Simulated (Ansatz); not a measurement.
Relaxed BaZrO₃ (cubic perovskite):

```
BaZrO3
1.0
    8.45443     0.00000     0.00000
    0.00000     4.22721     0.00000
    0.00000     0.00000     4.22721
Ba Zr O
2 2 6
Direct
  0.00000   0.00000   0.00000
  0.50000   0.00000   0.00000
  0.25000   0.50000   0.50000
  0.75000   0.50000   0.50000
  0.00000   0.50000   0.50000
  0.50000   0.50000   0.50000
  0.25000   0.50000   0.00000
  0.75000   0.50000   0.00000
  0.25000   0.00000   0.50000
  0.75000   0.00000   0.50000
```

A phonon eigenvector at X = (0.5, 0.0, 0.0) is frozen into this cell: atom i moves by Q times the vector below, so Q is the largest atomic displacement, in Å. The cell is held. It is one choice among 2 degenerate patterns. (q is in reciprocal vectors of the primitive cell; the cell shown is doubled to hold the pattern.)

| atom | x | y | z |
|---|---|---|---|
| Zr3 | 0.000 | 0.000 | 0.775 |
| Zr4 | 0.000 | 0.000 | -0.775 |
| O7 | 0.000 | 0.000 | 0.557 |
| O8 | 0.000 | 0.000 | -0.557 |
| O9 | 0.000 | 0.000 | 1.000 |
| O10 | 0.000 | 0.000 | -1.000 |

Atoms not listed stay in place.

Computed with PBE (plane waves to 420 eV, PAW, scalar-relativistic; Ansatz, an electronic-structure program). k mesh 4×8×8 (Γ-centred), Fermi-Dirac smearing 0.05 eV. The energy includes the smearing's −TS. BaZrO3 is run without spin polarisation. BaZrO3 was relaxed with its symmetry unable to fall. ΔE is measured from the undisplaced structure.

```json
[
 {"Q (Å)": "-0.180", "ΔE (meV/cell)": "118.3"},
 {"Q (Å)": "-0.150", "ΔE (meV/cell)": "withheld"},
 {"Q (Å)": "-0.120", "ΔE (meV/cell)": "51.9"},
 {"Q (Å)": "-0.090", "ΔE (meV/cell)": "29.1"},
 {"Q (Å)": "-0.060", "ΔE (meV/cell)": "12.9"},
 {"Q (Å)": "-0.030", "ΔE (meV/cell)": "3.2"},
 {"Q (Å)": "0.000", "ΔE (meV/cell)": "0.0"},
 {"Q (Å)": "0.030", "ΔE (meV/cell)": "3.2"},
 {"Q (Å)": "0.060", "ΔE (meV/cell)": "12.9"},
 {"Q (Å)": "0.090", "ΔE (meV/cell)": "29.1"},
 {"Q (Å)": "0.120", "ΔE (meV/cell)": "51.9"},
 {"Q (Å)": "0.150", "ΔE (meV/cell)": "withheld"},
 {"Q (Å)": "0.180", "ΔE (meV/cell)": "118.3"}
]
```

Task: Fit an even polynomial form (powers 2, 4) to the given rows and predict ΔE at Q = -0.150.

Result: Least squares on the 11 given rows: ΔE = (3569)·Q² + (2523)·Q⁴, in meV/cell with Q in Å; root-mean-square residual 0.02 meV/cell. At -0.150 the fit gives 81.6 meV/cell; the calculation gives 81.6 meV/cell, the same to the digits shown. The quadratic term alone would give 80.3 meV/cell.

(For displaced atoms, the force is minus the slope of the energy, and its curvature is a force constant, which sets phonon frequencies.)
